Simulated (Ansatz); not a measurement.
The relaxed structure here is a generated cell of AlIr: the first start was made by a random draw of sites in a space group, and the end was not matched to a known phase here, so it may be hypothetical.

The start is a randomly generated symmetric cell of AlIr (space group No. 186). The structure is fully relaxed (lattice and positions, P = 0) with PBE (plane waves to 420 eV, PAW, scalar-relativistic; Ansatz, a quantum-chemistry and plane-wave program). First-step values are on the input's coarse k-mesh.

Ansatz input (later rounds restart from its end on a renewed k-mesh):
Ansatz 0.2 input:
```yaml
crystal:
  lattice:
    - [2.3067034, 0, 0]
    - [-1.1533517, 1.9976637, 0]
    - [0, 0, 12.9443264]
  atoms:
    - { symbol: Al, position: [0, 0, 0.83583601] }
    - { symbol: Al, position: [0, 0, 0.33583601] }
    - { symbol: Ir, position: [0.33333333, 0.66666667, 0.70880252] }
    - { symbol: Ir, position: [0.66666667, 0.33333333, 0.20880252] }
basis: { ecutwfc: 420, ecutrho_ratio: 4, xc_grid: 2, fft_grid_basis: typed }
kpoints: { mp_grid: { grid: [16, 16, 3] } }
hamiltonian:
  xc: pbe
  dispersion: none
  pseudopotentials: { kind: paw }
scf: { occupations: { method: fermi_dirac, width: 0.05 } }
relax: { f_tol: 0.01, max_steps: 100, cell: { stress_tol: 0.02 } }
output: { forces: true, stress: true }
```

Question: How large is the pressure on the unrelaxed cell, and of which sign?

Answer: +184 GPa (positive: the cell is compressed).

Question: What is the largest force in the starting geometry, and on which atom (counted from 1)?

Answer: 13.43 eV/Å, on Al1, Al2, Ir3, Ir4 (atoms numbered as listed).

Question: Give the final cell and atomic positions.

Answer: 
Space group P6₃/mmc (No. 194); a = b = 2.8566 Å, c = 8.1052 Å, α = β = 90.00°, γ = 120.00°

| atom | site | symmetry | x | y | z |
|---|---|---|---|---|---|
| Al | 2a | -3m. | 0.0000 | 0.0000 | 0.0000 |
| Ir | 2d | -6m2 | 0.6667 | 0.3333 | 0.2500 |

Final values are on a 19×19×6 k-mesh of the relaxed cell. No spin polarisation in the result.

The run could not lose the symmetry of its start, so the end can be a saddle point.
